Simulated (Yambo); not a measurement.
```xyz
6
Lattice="2.1611 -5.6913 0.0000 2.1611 5.6913 0.0000 0.0000 0.0000 4.5043" Properties=species:S:1:pos:R:3 pbc="T T T"
H      2.1611    -0.3757     2.7368
H      2.1611     0.3757     0.4847
O      2.1611    -1.0433     3.4477
O      2.1611     1.0433     1.1955
Cs     2.1611    -4.1163     3.3183
Cs     2.1611     4.1163     1.0661
```

Response from Yambo on norm-conserving PBEsol (Quantum ESPRESSO, 84 Ry, no spin-orbit coupling) bands: 4×4×4 mesh, 80 bands, 3 Ry local-field block, 0.2 eV broadening.

Question: Give the static electronic dielectric constant without and with local fields along each axis.

Answer: 
```tsv
field along	ε(0), independent particles	ε(0), RPA with local fields	refractive index √ε
x	3.23	2.87	1.69
y	3.23	2.83	1.68
z	3.20	2.84	1.69
```
Electronic (clamped-ion) response only. PBEsol gaps are usually too small, which raises these values. Convergence of the RPA response with its 4×4×4 mesh was not tested. x, y and z are Cartesian axes of the cell as given.

Geometry of the Materials Project entry, not relaxed at this level.

The structure is a Materials Project entry; no match was found in the copy of COD used, and its stability was not checked.
